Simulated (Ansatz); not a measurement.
With PBEsol in the plane-wave PAW code Ansatz, Ag in the A15 (β-W type) structure (Pm-3n) relaxes to a = 5.162 Å.

Electronic character: metallic (no gap). Gap from PBEsol with spin–orbit coupling: none (metallic).

An equation-of-state fit gives a bulk modulus of 110 GPa. The relaxed-ion elastic constants in GPa are C11 = 206, C12 = 62.4, C44 = -16.7. The highest mode at Γ lies at 254 cm^-1.

The start of the workflow was typed in or built on a structure type; neither database checked (COD, Materials Project) lists it. It is not the phase usual at ambient conditions (space group No. 225). The PBEsol relaxation kept the symmetry of its start. At this level the phase is mechanically unstable. No spin polarisation was allowed. As this level gives no gap, shear constants depend on the k-mesh and smearing (Fermi–Dirac, 0.1 eV here). As this level gives no gap, phonon frequencies hold no LO–TO term and depend on the k-mesh and smearing (Fermi–Dirac, 0.1 eV here). Scalar-relativistic: spin–orbit coupling is off unless named, which matters more the heavier the elements.

Potentials: the later of the program's two PAW sets.
